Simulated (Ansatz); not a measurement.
Sn₃Ge:
```xyz
4
Lattice="4.4724 0.0000 0.0000 0.0000 4.4724 0.0000 0.0000 0.0000 6.3467" Properties=species:S:1:pos:R:3 pbc="T T T"
Ge     0.0000     0.0000     0.0000
Sn     2.2362     0.0000     1.4837
Sn     2.2362     2.2362     3.1734
Sn     0.0000     2.2362     4.8630
```

Relaxed with PBEsol.

Question: Decompose the optical modes at the zone centre into irreducible representations, and say which are infrared and Raman allowed.

Answer: Point group -42m: Γ_opt = A1 + 2B2 + 3E. Infrared: B2, E. Raman: A1, B2, E.

Question: Assign frequencies (DFPT, PBEsol in the plane-wave PAW code Ansatz).

Answer: E 40, A1 154, B2 166, E 185, B2 206, E 209 cm⁻¹.

Subscripts of B labels follow the axes of the standard setting.

Space group P-4m2. The start of the workflow was typed in or built on a structure type; neither database checked (COD, Materials Project) lists it. Its standing as an ambient phase is unchecked. Symmetry was held in the PBEsol relaxation; whether a distortion lowers the energy is not shown. As this level gives no gap, phonon frequencies hold no LO–TO term and depend on the k-mesh and smearing (Fermi–Dirac, 0.1 eV here). Spin–orbit coupling is left out wherever it is not named.

Potentials: the earlier of the program's two PAW sets. The files were generated under PBE; for other functionals the program regenerates the frozen cores, and for LDA and PBEsol the local potential too.
